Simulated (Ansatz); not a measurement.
# Computed properties of Rh

Rh:
```
Rh
1.0
    2.68810     0.00000     0.00000
   -1.34405     2.32797     0.00000
    0.00000     0.00000     4.33155
Rh
2
Cartesian
  1.34405   0.77599   3.24866
  0.00000   1.55198   1.08289
```

Space group P6_3/mmc (No. 194), hcp (Mg type); conventional cell a = b = 2.6881 Å, c = 4.3315 Å, α = β = 90.00°, γ = 120.00°.

Method: the program Ansatz at the PBEsol level (PAW). Geometry: relaxed at this level of theory. Other levels are named where they apply.

**Cell and energy**

- Volume per atom = 13.55 Å³
- Density = 12.61 g/cm³

**Electronic structure**

* **Electronic character**: metallic (no gap)
* **Density of states at the Fermi level**: 1.6 states/eV per atom (mean over ±0.08 eV)
* **Gap with spin–orbit coupling**: none (metallic)

**Mechanics**

- Bulk modulus (Birch–Murnaghan fit) = 292 GPa
- Pressure derivative B′ = 5.1
- Elastic constants (relaxed ions, GPa) = C11 = 484, C12 = 182, C13 = 201, C33 = 498, C44 = 82.6
- Mechanical stability = stable (all eigenvalues of C positive)
- Hill bulk and shear moduli = 292 and 117 GPa
- Young's modulus = 310 GPa
- Poisson's ratio = 0.32
- Debye temperature from the elastic constants = 427 K

**Phonons**

- Highest zone-centre frequency: 253 cm⁻¹
- Zone-centre stability: no imaginary mode at Γ

The first step of the workflow began from a Materials Project structure, measured or hypothetical; the Crystallography Open Database copy checked does not list it. It is not the phase usual at ambient conditions (space group No. 225). Symmetry was held in the PBEsol relaxation. The run is not spin-polarised. As this level gives no gap, shear constants depend on the k-mesh and smearing (Fermi–Dirac, 0.1 eV here). As this level gives no gap, phonon frequencies hold no LO–TO term and depend on the k-mesh and smearing (Fermi–Dirac, 0.1 eV here). Axis ratios of metals converge slowly with the k-mesh, so a and c are less sure than the volume. On the denser mesh and wider smearing of the elastic run this cell carries a stress of 0.6 GPa. Spin–orbit coupling is left out wherever it is not named.

Potentials: the later of the program's two PAW sets.
